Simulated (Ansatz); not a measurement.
CdTe (zinc blende), relaxed and computed with several functionals in Ansatz (plane waves, PAW). Much of their spread follows the volume that each gives.

```csv
functional,V (Å³/atom),B₀ by P(V) fit (GPa)
LDA,32.90,?
HSE06,35.35,39.6
PBE,36.24,35.1
r²SCAN,35.25,40.3
```

Task: Fit a straight line to ln B₀ against ln V and predict the withheld value.

Result: Least squares on the 3 shown rows: ln B₀ = -4.93 × ln V + (21.258), with a scatter of 0 %. For LDA this gives 56.6. The run itself gave 46.2, outside the scatter: the line misses something about this case.

All cells were relaxed under the symmetry of their starts (and spin orders); stability against distortions was not tested throughout. Spin–orbit coupling is left out wherever it is not named.

Potentials: the later of the program's two PAW sets.

Ansatz (a first-principles code) is a plane-wave DFT program.
